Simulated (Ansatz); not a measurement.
Ag (bcc (W type), space group No. 229) at seven volumes, LDA in the plane-wave PAW code Ansatz, scaled uniformly. One row is withheld.

| V (Å³/atom) | P (GPa) |
|---|---|
| 14.661 | 16.55 |
| 15.145 | 9.90 |
| 15.628 | ? |
| 16.111 | -0.01 |
| 16.595 | -3.66 |
| 17.078 | -6.61 |
| 17.561 | -9.00 |

Task: Fit the shown pressures and predict the withheld one.

Result: P = (3/2)B₀(x^(7/2) − x^(5/2))[1 + (3/4)(B′ − 4)(x − 1)] with x = (V₀/V)^(2/3). Least squares on the six rows gives V₀ = 16.110 Å³/atom, B₀ = 134 GPa, B′ = 5.77. At V = 15.628, x = 1.0205 and P = 4.44 GPa. The run itself gave 4.45 GPa.

Space group Im-3m (bcc (W type)). The workflow started from a Materials Project entry (that database holds measured and hypothetical structures alike); the Crystallography Open Database copy checked does not list it. It is not the phase usual at ambient conditions (space group No. 225). Symmetry was held in the LDA relaxation. At this level the phase is mechanically unstable. The run is not spin-polarised.

Potentials: the later of the program's two PAW sets.
